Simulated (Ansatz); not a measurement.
# Re2B: computed property card

Re$_{2}$B:
```yaml
crystal:
  lattice:
    - [3.53825, 0.00000, 0.00000]
    - [0.00000, 3.53825, 0.00000]
    - [0.00000, 0.00000, 5.97496]
  atoms:
    - { symbol: Re, position: [0.00000, 0.00000, 0.00000] }
    - { symbol: Re, position: [0.50000, 0.50000, 0.00000] }
    - { symbol: Re, position: [0.50000, 0.00000, 0.34929] }
    - { symbol: Re, position: [0.00000, 0.50000, 0.65071] }
    - { symbol: B, position: [0.50000, 0.00000, 0.71158] }
    - { symbol: B, position: [0.00000, 0.50000, 0.28842] }
```

Space group P4/nmm (No. 129); conventional cell a = b = 3.5383 Å, c = 5.9750 Å, α = β = γ = 90.00°.

Method: PBE (plane waves, PAW; program Ansatz). Geometry: relaxed at this level of theory. Other levels are named where they apply.

### Cell and energy

- Volume per atom = 12.47 Å³
- Density = 17.01 g/cm³
- Formation energy from the elements (no fitted shifts) = 32 kJ/mol of atoms

### Electronic structure

- Electronic character = metallic (no gap)
- Density of states at the Fermi level = 0.55 states/eV per atom (mean over ±0.08 eV)
- Gap with spin–orbit coupling = none (metallic)

### Mechanics

- Bulk modulus (Birch–Murnaghan fit): 3160 kbar
- Pressure derivative B′: 4.5

The cell is a constructed one: a structure type filled with these elements; neither database checked (COD, Materials Project) lists it. Whether it is the stable phase at ambient conditions was not checked. The cell was relaxed with PBE under the symmetry of its start; its stability against distortions is not shown here. The run is not spin-polarised. The references are the lowest solids computed at this level, not always the standard phases. Scalar-relativistic: spin–orbit coupling is off unless named, which matters more the heavier the elements.

Potentials: the earlier of the program's two PAW sets.
